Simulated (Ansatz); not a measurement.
Self-consistent spin–orbit runs of CoO along several axes

Theory: Ansatz, DFT PBEsol, spin-orbit coupling, plane waves, PAW.

```yaml
crystal:
  lattice:
    - [2.57246, 0.00000, 0.00000]
    - [0.00000, 2.57246, 0.00000]
    - [0.00000, 0.00000, 2.57246]
  atoms:
    - { symbol: Co, position: [0.00000, 0.00000, 0.00000] }
    - { symbol: O, position: [0.50000, 0.50000, 0.50000] }
```

```json
{"plane-wave cutoff": "420 eV", "Γ-centred k-mesh": "16×16×16", "occupation rule": "Gaussian smearing, 0.1 eV", "list of starting moments (μB, in atom order)": "3 0", "check for lower electronic states after the SCF": "on"}
```

The moments start along each conventional axis in turn. Free energies count from the first axis and are rough on this mesh. The states are those that the runs reached from these starts; a lower one can exist.

```tsv
axis	Cartesian direction	ΔF (meV/cell)	site spin moments along the axis, as the non-collinear run integrates them (μB)
c	0.000 0.000 1.000	0.000	Co +2.47, O +0.69
a+b+c	0.577 0.577 0.577	0.000	Co +2.47, O +0.69
```

This CsCl-type form isn't the usual stable structure of the compound.

Cost: 2 runs of about 7.4 core-minutes in all, on Intel Xeon Processor @ 2.50GHz (Skylake/Cascade Lake) (shared hosts).